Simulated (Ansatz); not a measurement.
MgZn₂:
```yaml
crystal:
  lattice:
    - [5.14976, 0.00000, 0.00000]
    - [-2.57488, 4.45983, 0.00000]
    - [0.00000, 0.00000, 8.36620]
  atoms:
    - { symbol: Mg, position: [0.33333, 0.66667, 0.06261] }
    - { symbol: Mg, position: [0.66667, 0.33333, 0.93739] }
    - { symbol: Mg, position: [0.66667, 0.33333, 0.56261] }
    - { symbol: Mg, position: [0.33333, 0.66667, 0.43739] }
    - { symbol: Zn, position: [0.00000, 0.00000, 0.00000] }
    - { symbol: Zn, position: [0.00000, 0.00000, 0.50000] }
    - { symbol: Zn, position: [0.16959, 0.33919, 0.75000] }
    - { symbol: Zn, position: [0.83041, 0.66081, 0.25000] }
    - { symbol: Zn, position: [0.83041, 0.16959, 0.25000] }
    - { symbol: Zn, position: [0.16959, 0.83041, 0.75000] }
    - { symbol: Zn, position: [0.66081, 0.83041, 0.75000] }
    - { symbol: Zn, position: [0.33919, 0.16959, 0.25000] }
```

Relaxed with r²SCAN. Special points in fractions of this cell's reciprocal vectors: Γ (0.000, 0.000, 0.000); M (0.500, 0.000, 0.000); K (0.333, 0.333, 0.000); A (0.000, 0.000, 0.500); L (0.500, 0.000, 0.500); H (0.333, 0.333, 0.500).

**Question.** List the band energies nearest the Fermi level at these points for the program Ansatz at the r²SCAN level (PAW).

**Answer.** In eV from the Fermi level; about four levels below and three above (degenerate sets whole), none deeper than 8.9 eV; points with the same levels are listed once.

```csv
k,below,above
Γ,-0.25 -0.25 -0.17 -0.17,0.57 0.72 0.72
M,-2.28 -1.58 -1.46 -0.06,0.10 1.89 2.02
K,-4.84 -4.84 -3.65 -3.65,0.43 0.82 0.92 0.92
A,-0.93 -0.93 -0.93 -0.93,1.20 1.20 2.63 2.63 2.63 2.63
L,-3.10 -3.10 -1.77 -1.77,1.26 1.26 2.30 2.30
H,-1.74 -1.74 -1.03 -1.03,1.32 1.32 1.68 1.68
```

Space group P6_3/mmc. The first step of the workflow began from a Materials Project structure, measured or hypothetical; the Crystallography Open Database copy checked does not list it. Its standing as an ambient phase is unchecked. The r²SCAN relaxation kept the symmetry of its start; whether a distortion lowers the energy is not shown.

Potentials: the later of the program's two PAW sets.
